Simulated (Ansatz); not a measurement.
Y (bcc (W type), space group No. 229) at seven volumes, DFT-PBE in the program Ansatz with PAW potentials, scaled uniformly. One row is withheld.

```
V (Å³/atom)  P (GPa)
-----------  -------
30.008          4.23
30.998          2.64
31.987             ?
32.976         -0.01
33.965         -1.10
34.955         -2.07
35.944         -2.92
```

**Question.** Fit the shown pressures and predict the withheld one.

**Answer.** P = (3/2)B₀(x^(7/2) − x^(5/2))[1 + (3/4)(B′ − 4)(x − 1)] with x = (V₀/V)^(2/3). Least squares on the six rows gives V₀ = 32.970 Å³/atom, B₀ = 38.8 GPa, B′ = 3.16. At V = 31.987, x = 1.0204 and P = 1.23 GPa. The run itself gave 1.23 GPa.

Space group Im-3m (bcc (W type)). A made-up cell: these elements were put on the sites of a structure type; neither database checked (COD, Materials Project) lists it. It is not the phase usual at ambient conditions (space group No. 194). The cell was relaxed with PBE under the symmetry of its start. At this level the phase is dynamically unstable (imaginary phonons). No spin polarisation was allowed.

Potentials: the later of the program's two PAW sets.
